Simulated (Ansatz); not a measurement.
CsSnBr3:
```xyz
5
Lattice="5.6542 0.0000 0.0000 0.0000 5.6542 0.0000 0.0000 0.0000 5.6542" Properties=species:S:1:pos:R:3 pbc="T T T"
Cs     0.0000     0.0000     0.0000
Sn     2.8271     2.8271     2.8271
Br     0.0000     2.8271     2.8271
Br     2.8271     2.8271     0.0000
Br     2.8271     0.0000     2.8271
```

Relaxed with LDA. Special points in fractions of this cell's reciprocal vectors: Γ (0.000, 0.000, 0.000); X (0.000, 0.500, 0.000); M (0.500, 0.500, 0.000); R (0.500, 0.500, 0.500).

Q: List the band energies nearest the Fermi level at these points for plane-wave PAW LDA (Ansatz code).

A: In eV from the Fermi level; about four levels below and three above (degenerate sets whole), none deeper than 8.9 eV; points with the same levels are listed once.

| k | below | above |
|---|---|---|
| Γ | -3.39 -3.39 -3.39 -3.19 -3.19 -3.19 | 1.72 2.67 2.67 |
| X | -3.58 -3.37 -3.37 -2.01 | 1.44 3.32 3.91 |
| M | -3.71 -3.71 -3.63 -2.79 -0.82 | 0.90 0.90 4.01 |
| R | -3.62 -3.62 -2.78 -2.78 -2.78 | 0.26 0.26 0.26 |

Space group Pm-3m (cubic perovskite). The cell was relaxed with LDA under the symmetry of its start; of distortions, only those at the zone centre were tested. The Fermi level of a semimetal is unsure by some 0.05 eV on such meshes. Scalar-relativistic: spin–orbit coupling is off unless named, which matters more the heavier the elements.

Potentials: the later of the program's two PAW sets.
